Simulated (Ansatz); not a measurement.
ZnCdTe2:
```xyz
4
Lattice="2.2151 1.2789 7.2847 -2.2151 1.2789 7.2847 0.0000 -2.5578 7.2847" Properties=species:S:1:pos:R:3 pbc="T T T"
Zn     0.0000     0.0000    10.9125
Cd     0.0000     0.0000     0.0352
Te     0.0000     0.0000     2.8320
Te     0.0000     0.0000    13.5380
```

Plane-wave PAW PBEsol (Ansatz code) gives a gap of 0.71 eV without spin–orbit coupling, maximum at Γ, minimum at Γ.

Task: What happens when spin–orbit coupling is switched on?

Result: The gap shrinks by 0.27 eV, to 0.44 eV; maximum at Γ, minimum at Γ.

Task: Give the hole effective mass with spin–orbit coupling.

Result: 0.072, 0.072, 1.1 mₑ (principal values).

Space group R3m. The workflow started from a Materials Project entry (that database holds measured and hypothetical structures alike); the Crystallography Open Database copy checked does not list it. Whether it is the stable phase at ambient conditions was not checked. Symmetry was held in the PBEsol relaxation; whether a distortion lowers the energy is not shown.

Potentials: the later of the program's two PAW sets.
